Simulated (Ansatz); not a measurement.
Here is the system:

SrCl$_{2}$:
```yaml
crystal:
  lattice:
    - [0.00000, 3.49746, 3.49746]
    - [3.49746, 0.00000, 3.49746]
    - [3.49746, 3.49746, 0.00000]
  atoms:
    - { symbol: Sr, position: [0.00000, 0.00000, 0.00000] }
    - { symbol: Cl, position: [0.25000, 0.25000, 0.25000] }
    - { symbol: Cl, position: [0.75000, 0.75000, 0.75000] }
```

This is the r²SCAN-relaxed structure.

Question: All from r²SCAN (plane waves, PAW; program Ansatz), unless another level is named. Give the bulk modulus (Birch–Murnaghan fit).

Answer: 37.5 GPa.

Question: Give the elastic constants (relaxed ions, GPa).

Answer: C11 = 73.8, C12 = 19.4, C44 = 9.9.

Question: Next, the zero-point energy?

Answer: 25.1 meV/atom.

Question: Predict the vibrational entropy at 300 K.

Answer: 38.3 J/(K·mol of atoms).

Space group Fm-3m (fluorite). The cell was relaxed with r²SCAN under the symmetry of its start; phonons on a q-mesh show no instability.

Potentials: the later of the program's two PAW sets.
